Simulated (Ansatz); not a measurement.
Given:

O:
```yaml
crystal:
  lattice:
    - [0.00000, 1.76742, 1.76742]
    - [1.76742, 0.00000, 1.76742]
    - [1.76742, 1.76742, 0.00000]
  atoms:
    - { symbol: O, position: [0.00000, 0.00000, 0.00000], spin: 2.0 }
```

This is the PBE+D3(BJ)-relaxed structure.

### Question
All from plane-wave PAW PBE+D3(BJ) (Ansatz code), unless another level is named. Estimate the Hill bulk and shear moduli.

### Answer
59.9 and 19.0 GPa.

### Question
Predict the elastic constants (relaxed ions, GPa).

### Answer
C11 = 78.0, C12 = 50.8, C44 = 23.8.

Space group Fm-3m (fcc (Cu type)). A made-up cell: these elements were put on the sites of a structure type; neither database checked (COD, Materials Project) lists it. It is not the usual solid phase (space group No. 12). The PBE+D3(BJ) relaxation kept the symmetry of its start; whether a distortion lowers the energy is not shown. Magnetic state: ferromagnetic, chosen from 3 collinear starts compared on coarse meshes (ties went to the first, and starts can fall back to one state), not a proven ground state. The substance is a gas or liquid at ambient conditions. No Hubbard U is applied. As this level gives no gap, shear constants depend on the k-mesh and smearing (Fermi–Dirac, 0.1 eV here).

Potentials: the later of the program's two PAW sets.
